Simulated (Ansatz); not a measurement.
Starting structure of a cell relaxation (symmetry kept):

```xyz
5
Lattice="4.2089 0.0000 0.0000 0.0000 4.2089 0.0000 0.0000 0.0000 4.2089" Properties=species:S:1:pos:R:3 pbc="T T T"
Zr    0.0000    0.0000    0.0000
Pb    2.1045    2.1045    2.1045
O     2.1045    0.0000    0.0000
O     0.0000    0.0000    2.1045
O     0.0000    2.1045    0.0000
```

Computed with DFT PBEsol, scalar-relativistic, plane waves, PAW (Ansatz 0.2.0).

Settings: cutoff 420 eV, Γ-centred mesh 6×6×6 on the computed 5-atom cell, Gaussian smearing of 0.02 eV; no spin polarisation.

**Question.** What does it relax to?

**Answer.** The volume drops by 0.71 Å³/atom to 14.20 Å³/atom, and the energy falls by 17.2 meV/atom. Final structure:
```cif
data_structure
_symmetry_space_group_name_H-M 'P 1'
_symmetry_Int_Tables_number 1
_cell_length_a 4.1413
_cell_length_b 4.1413
_cell_length_c 4.1413
_cell_angle_alpha 90.000
_cell_angle_beta 90.000
_cell_angle_gamma 90.000
_cell_volume 71.02
loop_
_atom_site_label
_atom_site_type_symbol
_atom_site_fract_x
_atom_site_fract_y
_atom_site_fract_z
_atom_site_occupancy
Zr1 Zr 0.00000 0.00000 0.00000 1
Pb1 Pb 0.50000 0.50000 0.50000 1
O1 O 0.50000 0.00000 0.00000 1
O2 O 0.00000 0.00000 0.50000 1
O3 O 0.00000 0.50000 0.00000 1
```

Spin–orbit coupling is left out, which can shift energies with elements as heavy as these.

Symmetry holds off the tilts and polar distortions that many cubic perovskites undergo.